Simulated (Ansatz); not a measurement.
TiN (rock salt)

```yaml
crystal:
  lattice:
    - [0.00000, 2.11625, 2.11625]
    - [2.11625, 0.00000, 2.11625]
    - [2.11625, 2.11625, 0.00000]
  atoms:
    - { symbol: N, position: [0.00000, 0.00000, 0.00000] }
    - { symbol: Ti, position: [0.50000, 0.50000, 0.50000] }
```

Two coordinates are scanned: the volume, and the ratio of the stretch along z (the conventional c axis) to the stretch across it. Atoms keep their fractional coordinates.

Calculation: r2SCAN (plane waves to 500 eV, PAW, scalar-relativistic; Ansatz, a quantum-chemistry and plane-wave program). k mesh 19×19×19 (Γ-centred), Fermi-Dirac smearing 0.05 eV. Compression counts positive. With partly filled bands, the response to shear is sensitive to the k mesh, so small differences along c/a are uncertain. TiN is run without spin polarisation. TiN was relaxed with its symmetry unable to fall.

At one point of the scan the stress tensor (GPa) is:

```
   -9.3      0.0      0.0
    0.0     -9.3      0.0
    0.0      0.0     10.4
```

### Question
Which point is it?
(A) V/V₀ = 0.987, (c/a)/(c/a)₀ = 0.973
(B) V/V₀ = 1.027, (c/a)/(c/a)₀ = 0.960
(C) V/V₀ = 1.027, (c/a)/(c/a)₀ = 1.000
(D) V/V₀ = 1.013, (c/a)/(c/a)₀ = 0.960

### Answer
D, V/V₀ = 1.013, (c/a)/(c/a)₀ = 0.960

(A scan under strain: stresses follow from slopes of the energy per volume, elastic moduli from its curvatures.)
